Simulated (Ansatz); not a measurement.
In$_{7}$Cu$_{10}$ in space group C2/m (No. 12; Pearson symbol mS68), the program Ansatz at the PBE level (PAW), all energies at zero smearing, with the estimated change up to a 700 eV cutoff added, with one set of potentials and settings (totals compare only within such a set). Cell of 34 atoms (14 In, 20 Cu): -210873.820 eV.

| element | reference phase | E (eV/atom) |
|---|---|---|
| In | I4/mmm, 1 atoms in the cell | -5597.8481 |
| Cu | Fm-3m, 1 atoms in the cell | -6625.1757 |

Formation energy per atom, worked out: (-210873.820 − 14×(-5597.8481) − 20×(-6625.1757))/34 = -0.013 eV/atom (-1 kJ per mol of atoms), at 0 K, without zero-point energy or fitted corrections.

The workflow started from a Materials Project entry (that database holds measured and hypothetical structures alike); the Crystallography Open Database copy checked does not list it. Whether it is the stable phase at ambient conditions was not checked. The cell was relaxed with PBE under the symmetry of its start; its stability against distortions is not shown here. No spin polarisation was allowed. The references are the lowest solids computed at this level, not always the standard phases.

Potentials: the later of the program's two PAW sets.
